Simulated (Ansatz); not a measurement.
Density of states of a YHf₂Ta₂BiO₁₂ cell (elements on a fluorite lattice, relaxed), per eV and atom, broadened by Gaussian smearing of width 0.1 eV and averaged over bins of 0.4 eV, from 8 eV under the Fermi level at most up to where the solved bands end.

All numbers below come from Ansatz 0.2.0, DFT PBE, scalar-relativistic, plane waves, PAW.

Cutoff 420 eV; k points 4×4×4 on the computed 18-atom cell (Γ-centred); Gaussian smearing, width 0.02 eV; no spin polarisation.

```xyz
18
Lattice="5.4774 2.4634 -2.7734 2.6338 5.2220 2.8590 5.2944 -2.4202 2.4506" Properties=species:S:1:pos:R:3 pbc="T T T"
O     6.2077    1.2953    0.8192
O     9.7356    4.1376    1.6900
O     6.1861    3.8547   -1.1799
O     4.4782    3.7742    0.9791
O     4.3027    1.0725   -1.1633
O     6.8886    4.1290    3.6982
O     9.3071    3.8381    4.1114
O     8.8797    1.2745    0.4687
O     9.5575    6.7390    1.0393
O     3.4738    1.3226    1.8669
O     7.1498    3.7570    1.2248
O     6.8785    1.5198    4.2262
Y     5.3412    2.6407    2.6744
Hf   10.6152    0.2867   -0.2746
Hf    5.6764    5.2796    0.3258
Ta    8.2485    4.9519    2.6593
Ta    7.6376    2.5516   -0.2887
Bi    2.8203    2.6316    0.1580
```

```tsv
E − E_F (eV)	total	O 2p	Ta 5d	Hf 5d	Bi 6p
-7.25	0.150	0.102	0.022	0.009	0.003
-6.85	0.570	0.378	0.095	0.035	0.020
-6.45	0.847	0.575	0.127	0.060	0.028
-6.05	0.812	0.574	0.104	0.055	0.021
-5.65	0.687	0.507	0.063	0.049	0.017
-5.25	0.709	0.546	0.047	0.046	0.017
-4.85	0.677	0.540	0.036	0.037	0.014
-4.45	0.697	0.568	0.030	0.039	0.013
-4.05	0.846	0.710	0.033	0.037	0.011
-3.65	0.908	0.787	0.029	0.034	0.009
-3.25	0.981	0.876	0.023	0.028	0.007
-2.85	0.983	0.903	0.018	0.019	0.006
-2.45	0.693	0.647	0.010	0.008	0.003
-2.05	0.302	0.265	0.004	0.005	0.002
-1.65	0.137	0.112	0.002	0.002	0.001
-1.25	0.000	0.000	0.000	0.000	0.000
-0.85	0.000	0.000	0.000	0.000	0.000
-0.45	0.000	0.000	0.000	0.000	0.000
-0.05	0.000	0.000	0.000	0.000	0.000
0.35	0.000	0.000	0.000	0.000	0.000
0.75	0.000	0.000	0.000	0.000	0.000
1.15	0.000	0.000	0.000	0.000	0.000
1.55	0.106	0.014	0.070	0.005	0.008
1.95	0.504	0.071	0.328	0.028	0.036
2.35	0.541	0.081	0.271	0.076	0.052
```

The columns after the total are the largest Löwdin projections on the valence shells of the potentials, so they needn't add up, and the weight of a shell that a potential lacks goes to other orbitals. The cell has a gap on the mesh of 3.20 eV.

Spin-orbit coupling is left out, which matters for the bands of heavy elements.

Cost: 2 runs of about 10 core-minutes in all (earlier runs that led there not counted), on Arm Neoverse V1 (shared hosts).